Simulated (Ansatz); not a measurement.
In₃GaSbAs₃ (Pmm2), relaxed with PBE (Ansatz, an electronic-structure program, plane waves, PAW): a = 4.367 Å, b = 4.384 Å, c = 12.418 Å, α = 90.00°, β = 90.00°, γ = 90.00°.

The same phase is relaxed and computed with r²SCAN in the same code. What is the cell now?

a = 4.3092 Å, b = 4.3274 Å, c = 12.2679 Å, α = β = γ = 90.00°.

Typed or built starts, not in the databases checked: In3GaSbAs3, Pmm2 (Pearson symbol oP8). All cells were relaxed under the symmetry of their starts (and spin orders); stability against distortions was not tested throughout. Spin–orbit coupling is left out wherever it is not named.

Potentials: the earlier of the program's two PAW sets.

Ansatz is a plane-wave DFT program.
